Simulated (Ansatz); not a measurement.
## Fermi surface of InPd (Pm-3m)

```
In Pd
1.0
     3.24871    0.00000    0.00000
     0.00000    3.24871    0.00000
     0.00000    0.00000    3.24871
In Pd
1 1
Direct
  0.00000 0.00000 0.00000
  0.50000 0.50000 0.50000
```

Level of theory, where no other is named: PBEsol, all-electron LAPW in Ansatz 0.2.0, with spin-orbit coupling. k mesh 10×10×10, fine mesh 14×14×14, Fermi-Dirac smearing of 0.100 eV, basis error target 1 meV/atom. The cell was relaxed by PAW under this functional. The structure is one entry of a database and needn't be the stable phase.

Levels and slopes are solved on a 14×14×14 mesh, and each state is taken as quadratic over its cell.

(1) What is the density of states at the Fermi level, and which bare Sommerfeld coefficient follows?

(2) What Drude plasma energy and σ/τ do the band velocities give?

(3) Which bands cross the Fermi level, and what do they carry?

(4) Map the plane k₃ = 0 of the mesh: how many bands lie under the Fermi level at each point, counted from the least on the plane?

(5) Tabulate the nesting function ξ(q) = Σ δ(ε_k) δ(ε_k+q) on the lines that the mesh holds, over its zone mean.

(6) What does PAW give for the same cell?

(7) And without spin-orbit coupling?

## Answers

(1) N(E_F) = 0.344 states/eV/atom (both spins), so γ = (π²/3) k_B² N(E_F) = 0.811 mJ/(mol-atom K²) without electron-phonon or spin-fluctuation enhancement.

(2) (ħω_p,α)² = (e²/ε₀VN_k) Σ_nkσ (∂E/∂k_α)² δ(E − E_F) gives ħω_p = (7.75, 7.75, 7.75) eV along x, y, z, and σ/τ = ε₀ω_p² = 12.3×10²⁰ Ω⁻¹m⁻¹s⁻¹ along x. Weighted by the density of states, the mean Fermi speed is 1.04×10⁶ m/s; the surface has an area of 17.1 Å⁻² for each spin direction.

(3) 

| band | filled part | N (states/eV/cell) | speed (10⁶ m/s) | 5th to 95th percentile | area (Å⁻²) | filling |
| --- | --- | --- | --- | --- | --- | --- |
| 1 | 0.96 | 0.0659 | 0.758 | 0.21 to 1.11 | 2.38 | nearly full |
| 2 | 0.96 | 0.0659 | 0.758 | 0.21 to 1.11 | 2.38 | nearly full |
| 3 | 0.54 | 0.278 | 1.11 | 0.86 to 1.40 | 14.7 | partly filled |
| 4 | 0.54 | 0.278 | 1.11 | 0.86 to 1.40 | 14.7 | partly filled |

(4) k₁ runs to the right and k₂ upwards, each from −½ to ½ with 0 in the middle (the axes needn't be at right angles):
```
22222222222222
22222222222222
22200002000022
22200000000022
22200000000022
22200000000022
22220000000222
22200000000022
22200000000022
22200000000022
22200002000022
22222222222222
22222222222222
22222222222222
```

(5) The deltas are Gaussians of 0.1 to 0.2 eV, set by mesh and band speed, and are averaged over mesh cells, which smears them further. ξ grows towards q = 0 in any metal, and zigzags from point to point can be the mesh's; no second mesh was run.

* Fine mesh: 14, 14, 14

```
   line   part  nesting
Gamma-X  0.143    1.821
Gamma-X  0.286    1.248
Gamma-X  0.429    1.272
Gamma-X  0.571    1.301
Gamma-X  0.714    1.169
Gamma-X  0.857    1.252
Gamma-X      1    1.136
    X-M      0    1.136
    X-M  0.143    1.092
    X-M  0.286    1.002
    X-M  0.429   0.8972
    X-M  0.571   0.8948
    X-M  0.714   0.8791
    X-M  0.857   0.9584
    X-M      1   0.9949
M-Gamma      0   0.9949
M-Gamma  0.143   0.9454
M-Gamma  0.286     1.04
M-Gamma  0.429   0.9728
M-Gamma  0.571    1.167
M-Gamma  0.714    1.232
M-Gamma  0.857    1.591
Gamma-R  0.143    1.309
Gamma-R  0.286   0.9783
Gamma-R  0.429    1.039
Gamma-R  0.571    1.032
Gamma-R  0.714   0.8337
Gamma-R  0.857   0.8961
Gamma-R      1    1.216
    R-X      0    1.216
    R-X  0.143   0.9754
    R-X  0.286   0.7752
    R-X  0.429   0.8196
    R-X  0.571   0.8757
    R-X  0.714   0.9031
    R-X  0.857   0.9703
    R-X      1    1.136
    R-M      0    1.216
    R-M  0.143    1.073
    R-M  0.286   0.9067
    R-M  0.429   0.8215
    R-M  0.571   0.9454
    R-M  0.714    1.042
    R-M  0.857   0.9919
    R-M      1   0.9949
```

(6) N(E_F) = 0.344 states/eV/atom and ħω_p,x = 7.75 eV.

(7) N(E_F) = 0.338 states/eV/atom and ħω_p,x = 7.73 eV, on a 16×16×16 mesh.

Keep in mind: these sums move with the mesh, by several per cent and more for small sheets; the frozen-core PAW files of the compared runs were fitted under PBE, their cores solved anew for this functional.
